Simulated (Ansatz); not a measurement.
# Field gradients of CaMn₂P₂H₄O₁₀ from run to run

Cell of run 1: a Materials Project structure (computed, not necessarily an observed phase), taken as it stands.

```yaml
crystal:
  lattice:
    - [5.40437, 0.00000, 0.00000]
    - [1.64372, 5.45663, 0.00000]
    - [2.60008, 1.41641, 7.64141]
  atoms:
    - { symbol: Ca, position: [0.24502, 0.90055, 0.12811] }
    - { symbol: Mn, position: [0.45909, 0.40073, 0.55496] }
    - { symbol: Mn, position: [0.00709, 0.53415, 0.97843] }
    - { symbol: H, position: [0.97514, 0.54849, 0.32712] }
    - { symbol: H, position: [0.71862, 0.78741, 0.28146] }
    - { symbol: H, position: [0.90056, 0.42856, 0.70560] }
    - { symbol: H, position: [0.09894, 0.16582, 0.77576] }
    - { symbol: P, position: [0.51555, 0.23758, 0.19725] }
    - { symbol: P, position: [0.53631, 0.81075, 0.75620] }
    - { symbol: O, position: [0.36256, 0.30130, 0.05340] }
    - { symbol: O, position: [0.46688, 0.97745, 0.30397] }
    - { symbol: O, position: [0.65166, 0.75148, 0.91763] }
    - { symbol: O, position: [0.62287, 0.03715, 0.62745] }
    - { symbol: O, position: [0.38877, 0.44576, 0.31330] }
    - { symbol: O, position: [0.82121, 0.21876, 0.12458] }
    - { symbol: O, position: [0.63491, 0.58112, 0.66114] }
    - { symbol: O, position: [0.22343, 0.85764, 0.83765] }
    - { symbol: O, position: [0.07903, 0.35282, 0.73898] }
    - { symbol: O, position: [0.90488, 0.66961, 0.23486] }
```

Atom numbers follow the list; atoms alike are taken as one site, whose name carries the number of the first.

All runs are DFT with Ansatz 0.2.0 (plane waves and PAW, scalar-relativistic unless spin–orbit coupling is named, Γ-centred meshes, Fermi–Dirac smearing where given) in this cell. Start moments of run 1 as typed (μB): 5 on each Mn, none on the rest. Antiparallel start moments (μB): 0 -5 5 0 0 0 0 0 0 0 0 0 0 0 0 0 0 0 0 by atom.

Run 1: PBE, parallel start moments, atoms as given; 420 eV, 5×4×3 k-points, smearing 0.02 eV.
Run 2: r2SCAN, parallel start moments, atoms as given; 500 eV, 5×4×3 k-points, smearing 0.02 eV.
Run 3: PBE, antiparallel start moments, atoms as given; 420 eV, 5×4×3 k-points, smearing 0.02 eV.
Run 4: PBE+U, antiparallel start moments, atoms as given; 420 eV, 5×4×3 k-points, smearing 0.02 eV (U = 3.9 eV on Mn d).
Run 5: r2SCAN, antiparallel start moments, atoms as given; 500 eV, 5×4×3 k-points, smearing 0.02 eV.
Run 6: PBE, parallel start moments, atoms as given; 300 eV, 5×4×3 k-points, smearing 0.02 eV; this cutoff lies below the one recommended for these PAW files.

```json
{"run": "1", "Mn2 V_zz (η)": "5.44 (0.56)", "O14 V_zz (η)": "8.85 (0.44)", "O16 V_zz (η)": "9.46 (0.69)", "O18 V_zz (η)": "-9.36 (0.81)", "O19 V_zz (η)": "-11.75 (0.96)", "absolute moment (μB)": "9.9"}
{"run": "2", "Mn2 V_zz (η)": "5.77 (0.62)", "O14 V_zz (η)": "9.10 (0.40)", "O16 V_zz (η)": "9.59 (0.67)", "O18 V_zz (η)": "-9.90 (0.79)", "O19 V_zz (η)": "-12.15 (0.97)", "absolute moment (μB)": "9.9"}
{"run": "3", "Mn2 V_zz (η)": "5.44 (0.56)", "O14 V_zz (η)": "8.85 (0.44)", "O16 V_zz (η)": "9.46 (0.69)", "O18 V_zz (η)": "-9.36 (0.81)", "O19 V_zz (η)": "-11.75 (0.96)", "absolute moment (μB)": "9.9"}
{"run": "4", "Mn2 V_zz (η)": "5.41 (0.65)", "O14 V_zz (η)": "8.96 (0.43)", "O16 V_zz (η)": "9.49 (0.69)", "O18 V_zz (η)": "-9.64 (0.80)", "O19 V_zz (η)": "-11.79 (0.97)", "absolute moment (μB)": "9.9"}
{"run": "5", "Mn2 V_zz (η)": "5.77 (0.62)", "O14 V_zz (η)": "9.10 (0.40)", "O16 V_zz (η)": "9.59 (0.67)", "O18 V_zz (η)": "-9.90 (0.79)", "O19 V_zz (η)": "-12.15 (0.97)", "absolute moment (μB)": "9.9"}
{"run": "6", "Mn2 V_zz (η)": "?", "O14 V_zz (η)": "?", "O16 V_zz (η)": "?", "O18 V_zz (η)": "?", "O19 V_zz (η)": "?", "absolute moment (μB)": "?"}
```

V_zz in 10²¹ V/m²; 5 of the 19 sets of like atoms are followed.

Q: Estimate the row of run 6.

A: Mn2: 5.35 (0.57); O14: 8.42 (0.44); O16: 9.02 (0.69); O18: -9.02 (0.81); O19: -11.31 (0.96); absolute moment (μB): 9.9. It lies nearest to run 3, from whose tensors on these sites it differs by 0.44 at most (largest principal value of the difference, on O16). Taken one at a time, the functional (r2SCAN with its higher cutoff) moves the tensors on these sites by up to 0.57 (largest principal value of the change, on O18), the cutoff by 0.44 (O16), the Hubbard term by 0.30 (O18), the magnetic start by 0.00.

The magnetic order is the one that the run reached from its start moments, not necessarily the measured one. In runs 1, 2, 5, 6 the program didn't check the stability of the electronic state in full, so a lower one may lie near. In runs 1, 2, 3, 5, 6 the atoms aren't at the calculated equilibrium (largest force 0.50, 0.59, 0.50, 0.59, 0.56 eV/Å). Runs 1, 2, 6: The moments were started parallel, and the run ended with some of them reversed.
